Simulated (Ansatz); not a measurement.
input.yaml (Ansatz)

```yaml
crystal:
  lattice:
    - [2.4570491021, 0.0, 0.0]
    - [-1.228524551, 2.1278669408, 0.0]
    - [0.0, 0.0, 3.9868346761]
  atoms:
    - { symbol: Mn, position: [0.3333333333, 0.6666666667, 0.25] }
    - { symbol: Mn, position: [0.6666666667, 0.3333333333, 0.75] }
hamiltonian:
  xc: r2scan
  pseudopotentials:
    kind: paw_fr
    azcp:
      Mn: "pseudopotentials/Mn.paw.azcp"
basis:
  ecutwfc: 500
  fft_grid_basis: typed
kpoints:
  mp_grid: { grid: [15, 15, 8], shift: [0, 0, 0] }
magnetization:
  noncollinear: true
  spin_orbit: true
scf:
  occupations: { method: fermi_dirac, width: 0.1 }
```

Output

```
Engine: ansatz 0.2.0, x86_64-unknown-linux-gnu
Pseudopotentials: kind: paw_fr
Pseudopotential: Mn, paw_fr, valence charge 15, recommended cutoff 500 eV (meta_gga) 
Functional definition: r2SCAN
  parameter k0 = 0.174
  parameter k1 = 0.065
  parameter a1 = 4.9479
  exchange = r2scan_x(k0 = k0, k1 = k1, a1 = a1)
  correlation = r2scan_c
non-collinear run that drives no moment, with spin-orbit: no starting moment large enough to seed its density (crystal.atoms[].spin), no starting occupations that ask for one, no magnetisation constraint and no magnetic field, so the semilocal B_xc is pinned to zero
Crystal: 2 atoms, lattice volume = 20.844 Å³
Basis set: ecut = 500 eV, 549 PW (Γ), exchange–correlation on 72×72×120 points (64 copies of the dense FFT grid, shifted against one another)
Bands: 38, of which v1, the nominal top of the filled ones, is band 30 counted from 1 (29 counted from 0)
Symmetry: 24 space group operations + 24 with time reversal
Magnetic group: BNS 194.264 (UNI 1494), of the structure as read, at distance tolerance 2.8e-5 Å
k-points: 135 of 1800
Projection manifold: j_resolved (fully-relativistic pseudo-atomic orbitals)
Non-local potential: Mn, projectors of the file, l = 0: 3, l = 1: 4, l = 2: 6, l = 3: 2
PAW form: soft (Blöchl's): semilocal exchange-correlation on the pseudo side does not see the compensation charge
PAW frozen core: Mn, regenerated for the run's functional (the file was generated under x = pbe(κ = 0.804, μ = 0.2195149727645171), c = pbe(β = 0.06672455060314922))
PAW one-centre angular grid: Mn, 590 points (default); XC on 224 Gauss nodes
Initial density: superposition of atomic densities (chi_scale 0.1, normalization cell)
Initial wavefunctions: pseudopotential atomic-orbital guess
Functional: x = r2scan, c = r2scan; τ floored in thin density (d = 2e-4 eV/Å³)
SCF iter   1: F=—  HF=-7805.356405 eV  |F-HF|=—  |Δ(HF+E_count)|=         —  Δρ=1.41e-1  dr2=2.85e0  dr2_τ=2.17e-2  dr2_m=0.00e0 (ungated)  ethr=3.10e-3  |M|=0.00e0 ∫|m|=0.00e0 μB  |m|>n=0.0e0 m-floor=0.0e0 τ_xc=0.0e0  β_m=0.30  ⟨swp⟩=7.3  Hψ=12724  notcnv=0
SCF iter   2: F=—  HF=-7804.797071 eV  |F-HF|=—  |Δ(HF+E_count)|=   5.59e-1  Δρ=5.55e-2  dr2=4.96e-1  dr2_τ=1.39e-2  dr2_m=0.00e0 (ungated)  ethr=3.10e-3  |M|=0.00e0 ∫|m|=0.00e0 μB  |m|>n=0.0e0 m-floor=0.0e0 τ_xc=0.0e0  β_m=0.38  ⟨swp⟩=2.5  Hψ=4904  notcnv=0
SCF iter   3: F=—  HF=-7804.716813 eV  |F-HF|=—  |Δ(HF+E_count)|=   8.03e-2  Δρ=1.29e-2  dr2=1.74e-2  dr2_τ=2.89e-4  dr2_m=0.00e0 (ungated)  ethr=1.65e-3  |M|=0.00e0 ∫|m|=0.00e0 μB  |m|>n=0.0e0 m-floor=0.0e0 τ_xc=0.0e0  β_m=0.65  ⟨swp⟩=2.0  Hψ=3985  notcnv=0
SCF iter   4: F=—  HF=-7804.737864 eV  |F-HF|=—  |Δ(HF+E_count)|=   2.11e-2  Δρ=1.26e-2  dr2=2.08e-2  dr2_τ=4.38e-5  dr2_m=0.00e0 (ungated)  ethr=5.79e-5  |M|=0.00e0 ∫|m|=0.00e0 μB  |m|>n=0.0e0 m-floor=0.0e0 τ_xc=0.0e0  β_m=0.82  ⟨swp⟩=2.0  Hψ=5354  notcnv=0
SCF iter   5: F=—  HF=-7804.734867 eV  |F-HF|=—  |Δ(HF+E_count)|=   3.00e-3  Δρ=1.08e-3  dr2=1.24e-4  dr2_τ=6.97e-7  dr2_m=0.00e0 (ungated)  ethr=5.79e-5  |M|=0.00e0 ∫|m|=0.00e0 μB  |m|>n=0.0e0 m-floor=0.0e0 τ_xc=0.0e0  β_m=0.85  ⟨swp⟩=2.0  Hψ=4039  notcnv=0
SCF iter   6: F=—  HF=-7804.734848 eV  |F-HF|=—  |Δ(HF+E_count)|=   1.84e-5  Δρ=1.91e-4  dr2=4.64e-6  dr2_τ=2.19e-8  dr2_m=0.00e0 (ungated)  ethr=4.15e-7  |M|=0.00e0 ∫|m|=0.00e0 μB  |m|>n=0.0e0 m-floor=0.0e0 τ_xc=0.0e0  β_m=0.84  ⟨swp⟩=2.2  Hψ=4630  notcnv=0
SCF iter   7: F=—  HF=-7804.734849 eV  |F-HF|=—  |Δ(HF+E_count)|=   1.00e-6  Δρ=5.75e-5  dr2=3.70e-7  dr2_τ=2.00e-9  dr2_m=0.00e0 (ungated)  ethr=1.55e-8  |M|=0.00e0 ∫|m|=0.00e0 μB  |m|>n=0.0e0 m-floor=0.0e0 τ_xc=0.0e0  β_m=0.79  ⟨swp⟩=2.1  Hψ=3887  notcnv=0
SCF iter   8: F=-7804.734849 eV  HF=-7804.734849 eV  |F-HF|=1.88e-9  |Δ(HF+E_count)|=   5.56e-8  Δρ=7.08e-6  dr2=4.26e-9  dr2_τ=3.73e-11  dr2_m=0.00e0 (ungated)  ethr=3.33e-10  |M|=0.00e0 ∫|m|=0.00e0 μB  |m|>n=0.0e0 m-floor=0.0e0 τ_xc=0.0e0  ⟨swp⟩=3.0  Hψ=7204  notcnv=0
SCF 1 converged in 8 iterations: F = -7804.734849 eV  dr2 = 4.26e-9
SCF converged after 8 iterations
Magnetization: |M| = 0.0000 μB,  M = (+0.0000, +0.0000, +0.0000) μB
Absolute magnetization: 0.0000 μB (∫|m|)
  site 0: m = (+0.0000, +0.0000, +0.0000) μB, |m| = 0.0000 μB  (R = 1.01 Å)
  site 1: m = (+0.0000, +0.0000, +0.0000) μB, |m| = 0.0000 μB  (R = 1.01 Å)
Free energy (F): -7804.734849 eV
Harris-Foulkes:  -7804.734849 eV  (|F-HF|=1.88e-9)
Internal energy: -7804.649766 eV  (E = F + TS)
E sigma→0 (E₀):  -7804.692308 eV
Entropy (-TS):   -0.085083 eV (-42.542 meV/atom)
Fermi energy:    20.806135 eV
--- Per-component energies (eV) ---
  E_band       = -333.168330
  E_kinetic    = 619.079182
  E_local      = -3056.407896  (includes V_loc(G=0)·N_el)
  E_nonlocal   = 473.641758
  E_hartree    = 1276.519306
  E_xc         = -224.498139
  E_vxc        = -331.233091  (∫ρ·V_xc dr)
  E_paw        = -2608.569020  (= ΣΔE_a)
  E_vpaw       = -614.173508  (= ΣTr[D̂ρ^β])
  E_aug_tail   = -0.000008  (compensation charges beyond the density's cutoff)
  E_vtau       = 22.890977  (kinetic-family band-sum trace: ∫τ·v_τ [+ j·A + Jᵃ·Aᵃ] dr)
  E_ewald      = -4283.849019
  E_core_change = -0.565930  (= ΣΔE_core)
  E_smearing   = -0.085083  (= −TS)
  E_closure    = -0.000000  (closes the sum)
  Σ components = -7804.734849   (vs F -7804.734849, Δ=0.00e0)
```

Command:

```sh
ansatz run input.yaml --threads 1 --pin off --max-ram 3584MiB --backend cpu --events-out ev --progress --plain --runs-dir out
```

On 1 thread of Intel(R) Xeon(R) Platinum 8259CL CPU @ 2.50GHz (Skylake/Cascade Lake) (shared host) this took about 45 s of wall time and 45 s of CPU time.
